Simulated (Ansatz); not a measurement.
# Structure types of LuSb compared at 45 GPa

Structure types of LuSb are relaxed in primitive cells with their symmetry kept at 45 GPa, on PAW files; LAPW relaxes the small cells further and takes the PAW cell for the others (marked *). The enthalpy is E + pV at zero temperature, without zero-point motion. Only the types listed were tried, and differences under about 5 meV/atom are mesh noise. The real phase may be another.

Computed with Ansatz 0.2.0; functional LDA, scalar-relativistic. Settings: Fermi–Dirac smearing of 0.1 eV, no spin polarisation. Methods: LAPW: all electrons, basis error target 0.5 meV/atom; PAW: frozen-core files, cutoff 420 eV.

k meshes: rocksalt 12×12×12, CsCl 12×12×12, zincblende 12×12×12, NiAs 9×9×5, anti NiAs 9×9×5.

Spin–orbit coupling is left out, which matters for the heavy atoms. The PAW files were made under PBE.

Which type is lowest in enthalpy, and by how much?

CsCl, 77 meV/atom below distorted NiAs. The whole table:

| start type | ends as | a, b, c (Å) | V (Å³/atom) | H − H(lowest), LAPW (meV/atom) | same, PAW |
| --- | --- | --- | --- | --- | --- |
| rocksalt | rocksalt, Fm-3m | 5.323, 5.323, 5.323 | 18.85 | 96.0 | 95.8 |
| CsCl | CsCl, Pm-3m | 3.272, 3.272, 3.272 | 17.52 | 0.0 | 0.0 |
| zincblende | zincblende, F-43m | 5.758, 5.758, 5.758 | 23.87 | 2678.0 | 2678.1 |
| NiAs* | distorted NiAs, P6_3/mmc | 3.027, 3.027, 8.813 | 17.48 | 76.8 | 77.1 |
| anti NiAs* | anti NiAs, P6_3/mmc | 3.868, 3.868, 5.842 | 18.92 | 266.0 | 266.1 |

Split the lead of CsCl over distorted NiAs into energy and pV.

For distorted NiAs less CsCl: ΔE = +86.2 meV/atom, and p·ΔV = 45 GPa × -0.0336 Å³ × 6.242 meV/(GPa·Å³) = -9.4 meV/atom, together 76.8 meV/atom. CsCl wins by its internal energy, though it is the less dense.
